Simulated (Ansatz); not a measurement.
SiMo (CsCl type, Pm-3m), DFT-PBE in the program Ansatz with PAW potentials, all energies at zero smearing, with the estimated change up to a 700 eV cutoff added, with one set of potentials and settings (totals compare only within such a set). Cell of 2 atoms (1 Mo, 1 Si): -5592.030 eV.

| element | reference phase | E (eV/atom) |
|---|---|---|
| Mo | Im-3m, 1 atoms in the cell | -4956.0212 |
| Si | Fd-3m, 2 atoms in the cell | -635.8096 |

Formation energy per atom, worked out: (-5592.030 − 1×(-4956.0212) − 1×(-635.8096))/2 = -0.100 eV/atom (-10 kJ per mol of atoms), at 0 K, without zero-point energy or fitted corrections.

A made-up cell: these elements were put on the sites of a structure type; neither database checked (COD, Materials Project) lists it. Its standing as an ambient phase is unchecked. Symmetry was held in the PBE relaxation; its stability against distortions is not shown here. No spin polarisation was allowed. The references are the lowest solids computed at this level, not always the standard phases.

Potentials: the later of the program's two PAW sets.
